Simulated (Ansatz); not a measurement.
The relaxed structure here is a generated cell of PtSe2: the first start was made by placing the elements on the sites of a structure type, and the end was not matched to a known phase here, so it may be hypothetical. Known forms of PtSe2 include space group No. 164.

The end point of a relaxation of PtSe$_{2}$. Space group P3₁21 (No. 152). Level of theory: r2SCAN (plane waves to 500 eV, PAW, scalar-relativistic; Ansatz, a quantum-chemistry and plane-wave program).

```xyz
9
Lattice="5.4592 0.0000 0.0000 -2.7296 4.7278 0.0000 0.0000 0.0000 8.0945" Properties=species:S:1:pos:R:3 pbc="T T T"
Pt     1.0631     1.8413     4.0472
Pt     3.3331     0.0000     6.7454
Pt    -1.6665     2.8865     1.3491
Se    -1.0835     2.9241     3.7244
Se     0.7390     2.3275     6.4226
Se     0.3445     4.2041     1.0263
Se     3.0741     0.5238     4.3700
Se     3.4686     2.4004     7.0682
Se     1.6462     1.8037     1.6719
```

**Question.** Give the band gap at the level r2SCAN.

**Answer.** No clear gap: the sampled points leave 0.09 eV away from the symmetry points, which may be a band crossing missed between them.

**Question.** Estimate the smallest direct gap that r2SCAN returns for this input.

**Answer.** 0.10 eV at k = (0, -0.5, -0.5).

No spin polarisation in the result. Without spin-orbit coupling the bands of the heavy element are not split, so the gap can be far off.

The run could not lose the symmetry of its start, so the end can be a saddle point.
